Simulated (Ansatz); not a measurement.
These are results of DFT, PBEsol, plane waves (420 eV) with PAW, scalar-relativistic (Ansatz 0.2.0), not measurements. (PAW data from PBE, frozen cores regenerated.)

An element in the diamond structure gives this curve. The cell is scaled uniformly from the relaxed one, with fractional coordinates and shape fixed. Energies are extrapolated to zero smearing, pressures are those at the given smearing. Magnetic state: spin not included.

```csv
V (Å³/atom),E − E₀ (meV/atom),P (GPa)
92.167,7.2,0.21
96.357,3.0,0.13
100.546,0.7,0.06
104.736,0.0,0.00
108.925,0.7,-0.05
113.114,2.5,-0.09
117.304,5.3,-0.12
```

**Question.** Which element is it?
A. ytterbium
B. bismuth
C. lutetium
D. potassium

**Answer.** D. Its fit is V₀ = 104.63 Å³/atom, B₀ = 1.3 GPa, B₀′ = 3.2.
